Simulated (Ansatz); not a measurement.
**Is this TiTl₂Te₃ structure a true minimum?**

The structure comes from a proposed guess, relaxed at this level; another structure or a mixture of phases may lie lower.

Computed with Ansatz 0.2.0, DFT PBE, scalar-relativistic, plane waves, PAW. Settings: cutoff 420 eV, Γ-centred mesh 6×6×6 on the computed 12-atom cell, Gaussian smearing of 0.10 eV; no spin polarisation.

The cell below (12 atoms, space group P6_3/mcm (No. 193)) is relaxed within its symmetry.

```yaml
crystal:
  lattice:
    - [8.13472, 0.00000, 0.00000]
    - [-4.06736, 7.04488, 0.00000]
    - [0.00000, 0.00000, 6.83217]
  atoms:
    - { symbol: Ti, position: [0.00000, 0.00000, 0.00000] }
    - { symbol: Ti, position: [0.00000, 0.00000, 0.50000] }
    - { symbol: Tl, position: [0.33333, 0.66667, 0.00000] }
    - { symbol: Tl, position: [0.33333, 0.66667, 0.50000] }
    - { symbol: Tl, position: [0.66667, 0.33333, 0.50000] }
    - { symbol: Tl, position: [0.66667, 0.33333, 0.00000] }
    - { symbol: Te, position: [0.72455, 0.72455, 0.25000] }
    - { symbol: Te, position: [0.27545, 0.27545, 0.75000] }
    - { symbol: Te, position: [0.72455, 0.00000, 0.75000] }
    - { symbol: Te, position: [0.00000, 0.27545, 0.25000] }
    - { symbol: Te, position: [0.27545, 0.00000, 0.25000] }
    - { symbol: Te, position: [0.00000, 0.72455, 0.75000] }
```

For the test it was strained at random (σ = 1.5 % a component), the atoms were moved at random (σ = 0.10 Å), and all was relaxed again on a coarse 4×3×3 mesh (in the run’s order of axes) with 0.20 eV smearing, with no symmetry imposed.

These runs have no spin–orbit coupling, which can matter for Te and Tl.

Question: Is the structure stable against such a distortion?

Answer: It returns, within 1 meV/atom of the unmoved cell on that mesh and with the same symmetry when read at 0.1 Å (P1 at 0.01 Å, so small strains and shifts remain). So it is stable against the distortions that fit this cell and that this random move excites. Modes that don't fit the cell aren't tested.
